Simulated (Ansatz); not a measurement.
The relaxed structure here is a generated cell of Au: the first start was made by placing the elements on the sites of a structure type, and the end was not matched to a known phase here, so it may be hypothetical. Known forms of Au include space group No. 225.

One stationary structure of Au. Computed with PBEsol (plane waves to 420 eV, PAW, scalar-relativistic; Ansatz, an electronic-structure program).

```cif
data_Au
_chemical_formula_sum 'Au1'
_space_group_name_H-M_alt 'P 1'
_space_group_IT_number 1
_cell_length_a 2.80821
_cell_length_b 2.80821
_cell_length_c 2.80821
_cell_angle_alpha 109.471
_cell_angle_beta 109.471
_cell_angle_gamma 109.471
loop_
_space_group_symop_operation_xyz
  'x, y, z'
loop_
_atom_site_label
_atom_site_type_symbol
_atom_site_fract_x
_atom_site_fract_y
_atom_site_fract_z
_atom_site_occupancy
Au1 Au 0.00000 0.00000 0.00000 1
```

### Question
Find the space group and the Wyckoff positions (tolerance 0.01 Å).

### Answer
Space group Im-3m (No. 229); a = 3.2426 Å, b = 3.2426 Å, c = 3.2426 Å, α = 90.00°, β = 90.00°, γ = 90.00°

| atom | site | symmetry | x | y | z |
|---|---|---|---|---|---|
| Au | 2a | m-3m | 0.0000 | 0.0000 | 0.0000 |

This is the bcc (W type).

### Question
Give the shortest distances between elements (the closest pairs, up to four, under 3.6 Å).

### Answer
Au–Au 2.81 Å.

| Item | Value |
|---|---|
| Volume per atom | 17.05 Å³ |
| Band gap | no gap (metallic) |

No spin polarisation in the result.

The run could not lose the symmetry of its start: the end is stationary, and may be a saddle point rather than a minimum.
